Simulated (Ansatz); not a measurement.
KF:
```yaml
crystal:
  lattice:
    - [0.00000, 2.58109, 2.58109]
    - [2.58109, 0.00000, 2.58109]
    - [2.58109, 2.58109, 0.00000]
  atoms:
    - { symbol: K, position: [0.00000, 0.00000, 0.00000] }
    - { symbol: F, position: [0.50000, 0.50000, 0.50000] }
```

Relaxed with LDA. Special points in fractions of this cell's reciprocal vectors: Γ (0.000, 0.000, 0.000); X (0.500, 0.000, 0.500); U (0.625, 0.250, 0.625); K (0.375, 0.375, 0.750); L (0.500, 0.500, 0.500); W (0.500, 0.250, 0.750).

Problem. List the band energies nearest the valence-band maximum at these points for LDA (plane waves, PAW; program Ansatz).

Solution. In eV from the valence-band maximum; about four levels below and three above (degenerate sets whole), none deeper than 8.9 eV; points with the same levels are listed once.

| k | below | above |
|---|---|---|
| Γ | -8.75 -8.75 -8.75 0.00 0.00 0.00 | 6.37 10.80 10.80 10.80 |
| X | -0.13 -0.02 -0.02 | 7.98 10.73 12.23 |
| U | -0.39 -0.23 -0.14 | 8.89 10.97 11.55 |
| L | -8.79 -8.79 -0.97 -0.47 -0.47 | 9.22 11.00 12.44 12.44 |
| W | -8.86 -0.52 -0.12 -0.12 | 9.80 9.80 11.66 |

Space group Fm-3m (rock salt). The LDA relaxation kept the symmetry of its start; phonons on a q-mesh show no instability.

Potentials: the later of the program's two PAW sets.
